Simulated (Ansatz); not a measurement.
AgBr:
```
CELL_PARAMETERS angstrom
      0.00000     2.83716     2.83716
      2.83716     0.00000     2.83716
      2.83716     2.83716     0.00000
ATOMIC_POSITIONS crystal
  Ag 0.00000 0.00000 0.00000
  Br 0.50000 0.50000 0.50000
```

Cartesian axes are those of the cell as given.

Problem. Give the high-frequency dielectric tensor and the Born effective charge tensors of the independent atoms from DFPT, DFT-PBEsol in the program Ansatz with PAW potentials.

Solution. 
ε∞:
```
6.55  0.00  0.00
0.00  6.55  0.00
0.00  0.00  6.55
```
Z* of atom 1 (Ag), rows: field, columns: displacement, in e:
```
1.51  0.00  0.00
0.00  1.51  0.00
0.00  0.00  1.51
```
Z* of atom 2 (Br), rows: field, columns: displacement, in e:
```
-1.51   0.00   0.00
 0.00  -1.51   0.00
 0.00   0.00  -1.51
```

Static charges for comparison (Bader): Ag1 +0.44, Br2 -0.44 e. Born charges measure polarisation by displacement and can exceed these by far.

Space group Fm-3m (rock salt). The cell was relaxed with PBEsol under the symmetry of its start. No spin polarisation was allowed. Spin–orbit coupling is left out wherever it is not named.

Potentials: the later of the program's two PAW sets.
